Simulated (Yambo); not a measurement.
Yambo run on AgI (zinc blende, space group F-43m, No. 216). The wavefunctions come from this Quantum ESPRESSO step (PBEsol, PseudoDojo standard norm-conserving files, scalar-relativistic):

```
&CONTROL
  calculation = 'nscf'
  pseudo_dir = './pseudo'
  outdir = './out'
/
&SYSTEM
  ibrav = 0
  nat = 2
  ntyp = 2
  ecutwfc = 82.0
  ecutrho = 328.0
  occupations = 'fixed'
  force_symmorphic = .true.
  nbnd = 131
/
&ELECTRONS
  conv_thr = 2e-09
  diago_full_acc = .true.
  diago_thr_init = 1e-08
/
ATOMIC_SPECIES
Ag 107.8682 Ag.upf
I 126.9045 I.upf
CELL_PARAMETERS angstrom
  0.000000000000   3.222837525000   3.222837525000
  3.222837525000   0.000000000000   3.222837525000
  3.222837525000   3.222837525000   0.000000000000
ATOMIC_POSITIONS crystal
Ag   0.000000000000   0.000000000000   0.000000000000
I   0.250000000000   0.250000000000   0.250000000000
K_POINTS automatic
4 4 4 0 0 0
```

Yambo input:

```
rim_cut
gw0
dyson
el_el_corr
HF_and_locXC
ppa
em1d
RandQpts= 1000000
RandGvec= 1 Ry
EXXRLvcs= 82 Ry
VXCRLvcs= 328 Ry
Chimod= "HARTREE"
% BndsRnXp
 5 | 129 |
%
NGsBlkXp= 8 Ry
% LongDrXp
 1.0 | 1.0 | 1.0 |
%
PPAPntXp= 27.2114 eV
% GbndRnge
 1 | 129 |
%
GTermKind= "BG"
DysSolver= "n"
ExtendOut
% QPkrange
 1 | 1 | 13 | 14 |
 3 | 3 | 13 | 14 |
%
```

k points by index: 1 = Γ, 3 = L.

The o-*.qp file then holds:

```
#    K-point    Band    Eo [eV]    E [eV]    E-Eo [eV]    Vxc [eV]    Vnlxc [eV]    Sc|Eo [eV]    Sc|E [eV]    dSc/dw|Eo [eV]    Re(Z)    Im(Z)
#
    1    13    0.000000    -0.842984    -0.842984    -17.20975    -20.66943    2.400543    2.616701    -6.976578    0.795932    -0.001390
    1    14    1.195517    1.535995    0.340478    -9.494649    -5.463862    -3.617638    -3.690309    -5.806044    0.824150    -0.001270
    3    13    -0.760635    -1.669335    -0.908700    -16.38299    -20.07925    2.550557    2.787557    -7.096082    0.793160    -0.001437
    3    14    2.638207    3.046784    0.408577    -10.11987    -5.910413    -3.711229    -3.800874    -5.968731    0.820109    -0.001296
```
(The two width columns are left out.) Convergence of these settings isn't established.

Spin-orbit coupling is not included.

Geometry relaxed with PBEsol.
